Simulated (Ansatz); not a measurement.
Ga:
```xyz
1
Lattice="-1.4028 1.4028 2.2728 1.4028 -1.4028 2.2728 1.4028 1.4028 -2.2728" Properties=species:S:1:pos:R:3 pbc="T T T"
Ga     0.0000     0.0000     0.0000
```

Relaxed with r²SCAN. Special points in fractions of this cell's reciprocal vectors: Γ (0.000, 0.000, 0.000); X (0.000, 0.000, 0.500); P (0.250, 0.250, 0.250); N (0.000, 0.500, 0.000); M (0.500, 0.500, -0.500); S (0.345, 0.655, -0.345); S0 (-0.345, 0.345, 0.345); R (-0.190, 0.190, 0.500); G (0.500, 0.500, -0.190).

Q: List the band energies nearest the Fermi level at these points for plane-wave PAW r²SCAN with spin–orbit coupling (Ansatz code).

A: In eV from the Fermi level; about four levels below and three above (degenerate sets whole), none deeper than 8.9 eV; points with the same levels are listed once.

```json
[
 {"k": "Γ", "below": "–", "above": "13.36 13.36 13.80 13.80 13.81 13.81"},
 {"k": "X", "below": "-2.32 -2.32 -1.03 -1.03", "above": "4.15 4.15 5.40 5.40"},
 {"k": "P", "below": "-0.24 -0.24 -0.12 -0.12", "above": "2.38 2.38 14.91 14.91"},
 {"k": "N", "below": "-5.08 -5.08 -4.43 -4.43", "above": "8.85 8.85 12.80 12.80"},
 {"k": "M", "below": "-4.15 -4.15 -3.98 -3.98", "above": "7.08 7.08 7.26 7.26"},
 {"k": "S", "below": "-1.78 -1.78 -1.34 -1.34", "above": "9.24 9.24 12.58 12.58"},
 {"k": "R", "below": "-1.27 -1.27 -0.60 -0.60", "above": "0.31 0.31 1.50 1.50"}
]
```

Space group I4/mmm (body-centred tetragonal). The workflow started from a Materials Project entry (that database holds measured and hypothetical structures alike); the Crystallography Open Database copy checked does not list it. It is not the phase usual at ambient conditions (space group No. 64). The r²SCAN relaxation kept the symmetry of its start; whether a distortion lowers the energy is not shown.

Potentials: the earlier of the program's two PAW sets.
